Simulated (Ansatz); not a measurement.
A generator proposed this cell of BaBe3H6.

Space group Pmma (No. 51). a = 7.286 Å, b = 3.501 Å, c = 5.024 Å, α = 90.00°, β = 90.00°, γ = 90.00°
| atom | site | symmetry | x | y | z |
| --- | --- | --- | --- | --- | --- |
| Ba | 2e | mm2 | 0.7500 | 0.0000 | 0.1667 |
| Be | 4j | .m. | 0.4131 | 0.5000 | 0.2019 |
| Be | 2c | .2/m. | 0.0000 | 0.0000 | 0.5000 |
| H | 2b | .2/m. | 0.5000 | 0.5000 | 0.0000 |
| H | 2f | mm2 | 0.2500 | 0.5000 | 0.2019 |
| H | 8l | 1 | 0.4565 | 0.2500 | 0.3509 |

Computed with DFT PBE, scalar-relativistic, plane waves, PAW in Ansatz 0.2.0. Settings: cutoff 420 eV, Γ-centred mesh 4×6×4 on the computed 20-atom cell, Gaussian smearing of 0.10 eV; no spin polarisation.

Energies over the elements count from the elements' standard structures at the same level (H₂ as a molecule), with no fitted energy shifts.

**Question.** How far from equilibrium is it?

**Answer.** The pressure is 66.4 GPa (the mean over three directions, positive in compression), the largest force is 1.13 eV/Å, and the energy is +0.90 eV/atom against the elements. The shortest distance is 1.19 Å.

**Question.** How much does it gain on relaxing, and where does it end?

**Answer.** Relaxing gains about 0.85 eV/atom (the start's value is from the coarse mesh, so the gain is rough) in 23 ionic steps and ends at +0.04 eV/atom on the finer mesh. The symmetry stays Pmma (No. 51). The volume per atom grows by 55.3 %, from 6.4 to 10.0 Å³. The shortest distance goes from 1.19 Å (Be–H) to 1.47 Å (Be–H). Conventional cell: a = 8.237 Å, b = 4.201 Å, c = 5.753 Å. Ba has 6 H at 2.53–2.66 Å, 4 H at 2.95 Å and 10 Be at 3.23–3.50 Å; Be on a site of symmetry m has 2 H at 1.47 Å, 2 H at 1.62–1.69 Å, 2 H at 2.45 Å, 2 Be at 2.50 Å, 1 Be at 2.70 Å, 2 Ba at 3.23 Å, 2 Be at 3.24–3.38 Å and 2 H at 3.32 Å; H on a site of symmetry 2/m is surrounded by 2 Be at 1.62 Å; 3 more sites not described.

The last run used a 6×10×8 mesh (in the run's order of axes) for its 20-atom cell and Gaussian smearing of 0.10 eV. With hydrogen, zero-point motion can shift formation energies by some tens of meV/atom. The relaxation can't lower the symmetry of the start. Symmetry constrained the relaxation, so the result can be a saddle point.
